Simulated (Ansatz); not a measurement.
MoPt:
```xyz
4
Lattice="4.4744 0.0000 0.0000 0.0000 2.7297 0.0000 0.0000 0.0000 4.9533" Properties=species:S:1:pos:R:3 pbc="T T T"
Mo     1.1186     0.0000     0.8038
Mo     3.3558     0.0000     4.1496
Pt     1.1186     1.3649     3.2859
Pt     3.3558     1.3649     1.6675
```

Relaxed with r²SCAN.

Task: Map the electron localisation function on the plane through (0.250, 0.000, 0.162) spanned by u = [0, 1, 0] and v = [0, 0, 1] in lattice vectors, from plane-wave PAW r²SCAN (Ansatz code).

Result: x is the fraction of u, y of v (the angle between them is 90°; rows are the nearest grid lines); atoms in the plane: Mo at (0.00, 0.00), Pt at (0.50, 0.50).
```
y \ x   0.000  0.0625  0.188  0.250  0.375  0.438  0.562  0.625  0.750  0.812  0.938   1.00
------  -----  ------  -----  -----  -----  -----  -----  -----  -----  -----  -----  -----
1.00    0.238   0.380  0.774  0.752  0.386  0.330  0.330  0.386  0.752  0.774  0.380  0.238
0.920   0.693   0.713  0.714  0.592  0.275  0.297  0.297  0.275  0.592  0.714  0.713  0.693
0.840   0.500   0.465  0.249  0.172  0.233  0.323  0.323  0.233  0.172  0.249  0.465  0.500
0.760   0.132   0.138  0.209  0.278  0.355  0.352  0.352  0.355  0.278  0.209  0.138  0.132
0.680   0.297   0.298  0.295  0.303  0.361  0.386  0.386  0.361  0.303  0.295  0.298  0.297
0.600   0.307   0.280  0.294  0.414  0.626  0.659  0.659  0.626  0.414  0.294  0.280  0.307
0.520   0.328   0.289  0.370  0.524  0.679  0.676  0.676  0.679  0.524  0.370  0.289  0.328
0.480   0.341   0.301  0.377  0.527  0.676  0.671  0.671  0.676  0.527  0.377  0.301  0.341
0.400   0.350   0.325  0.331  0.436  0.617  0.643  0.643  0.617  0.436  0.331  0.325  0.350
0.320   0.327   0.334  0.343  0.340  0.367  0.381  0.381  0.367  0.340  0.343  0.334  0.327
0.240   0.143   0.147  0.214  0.279  0.335  0.328  0.328  0.335  0.279  0.214  0.147  0.143
0.160   0.543   0.503  0.255  0.170  0.216  0.291  0.291  0.216  0.170  0.255  0.503  0.543
0.0800  0.690   0.705  0.688  0.560  0.257  0.278  0.278  0.257  0.560  0.688  0.705  0.690
0.000   0.238   0.380  0.774  0.752  0.386  0.330  0.330  0.386  0.752  0.774  0.380  0.238
```

The density is the valence pseudo-density with augmentation charge, so density and ELF within about 1 Å of a nucleus are not all-electron values.

Space group Pmma. The first step of the workflow began from a Materials Project structure, measured or hypothetical; the Crystallography Open Database copy checked does not list it. With Mo and Pt taken as one species the cell has the higher symmetry P6_3/mmc, so it may be an ordered model of a mixed-site phase. Whether it is the stable phase at ambient conditions was not checked. Symmetry was held in the r²SCAN relaxation; of distortions, only those at the zone centre were tested. No spin polarisation was allowed. Spin–orbit coupling is left out wherever it is not named.

Potentials: the later of the program's two PAW sets.
